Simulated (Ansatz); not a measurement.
## What DFT gives for CuS

```xyz
8
Lattice="3.8173 0.0000 0.0000 0.0000 10.3367 0.0000 0.0000 0.0000 3.7094" Properties=species:S:1:pos:R:3 pbc="T T T"
S     1.8361    8.7851    0.9274
S     1.9812    1.5515    2.7821
S     3.7448    6.7199    2.7821
S     0.0725    3.6168    0.9274
Cu    0.2920    1.2735    0.9274
Cu    3.5253    9.0632    2.7821
Cu    2.2007    3.8949    2.7821
Cu    1.6166    6.4418    0.9274
```

Level: r2SCAN, no spin polarisation; 500 eV; 9×4×9 Γ-centred mesh; fermi-dirac occupations (width 0.1 eV); Ansatz 0.2.0, fixed geometry.

(1) Describe some of the short contacts.

(2) Which element gives electrons and which takes them?

(3) Where is the largest force?

(4) Is there a gap?

Origin: a known structure type with other elements, at an estimated volume, so it need not be a known compound. Caveats: many states at the Fermi level without spin polarisation, so a magnetic state may lie lower.

Results:

(1) S–Cu at 2.35 Å: least valence density 0.47 e/Å³ and ELF 0.27 there. Both are smooth PAW fields, read partly inside the augmentation spheres.

(2) Bader charges in e: Cu +0.65, S -0.65. In the mean Cu gives up most and S takes most.

(3) The largest is on Cu5 (and as large on other atoms): 0.59 eV/Å, components (0.26, 0.53, 0.00). It makes 31° with the line to a nearest neighbour, S4 at 2.35 Å, pointing towards it.

(4) It is a metal, with about 7.6 states/eV a cell as the mean within 0.25 eV of the Fermi level, mostly S p (65 %) and Cu d (31 %).
